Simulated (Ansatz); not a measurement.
## Sr (dhcp): energy against volume

The calculation used DFT, r2SCAN, plane waves (500 eV) with PAW, scalar-relativistic in Ansatz 0.2.0. The PAW files were generated under PBE, with cores re-solved for the functional.

The cell is scaled uniformly from the relaxed one, with fractional coordinates and shape fixed. Energies are extrapolated to zero smearing, pressures are those at the given smearing. Magnetic state: spin not included.

A Birch-Murnaghan fit gives V₀ = 56.97 Å³/atom, B₀ = 11.9 GPa, B₀′ = 2.9.

Q: What are the energy above the minimum and the pressure at 52.449 Å³/atom?

A: 14.8 meV/atom and 1.13 GPa as computed.

Q: What are the energy above the minimum and the pressure at 59.290 Å³/atom?

A: 3.3 meV/atom and -0.44 GPa as computed.

Q: What are the energy above the minimum and the pressure at 61.570 Å³/atom?

A: 12.5 meV/atom and -0.82 GPa as computed.
